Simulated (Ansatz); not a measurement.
TiC (rock salt, Fm-3m) at seven volumes, PBE (plane waves, PAW; program Ansatz), scaled uniformly. One row is withheld.

```tsv
V (Å³/atom)	P (GPa)
9.254	28.49
9.559	?
9.864	8.10
10.169	-0.01
10.474	-6.98
10.779	-12.98
11.084	-18.14
```

Question: Fit the shown pressures and predict the withheld one.

Answer: P = (3/2)B₀(x^(7/2) − x^(5/2))[1 + (3/4)(B′ − 4)(x − 1)] with x = (V₀/V)^(2/3). Least squares on the six rows gives V₀ = 10.169 Å³/atom, B₀ = 250 GPa, B′ = 4.01. At V = 9.559, x = 1.0421 and P = 17.51 GPa. The run itself gave 17.52 GPa.

The PBE relaxation kept the symmetry of its start. No spin polarisation was allowed.

Potentials: the later of the program's two PAW sets.
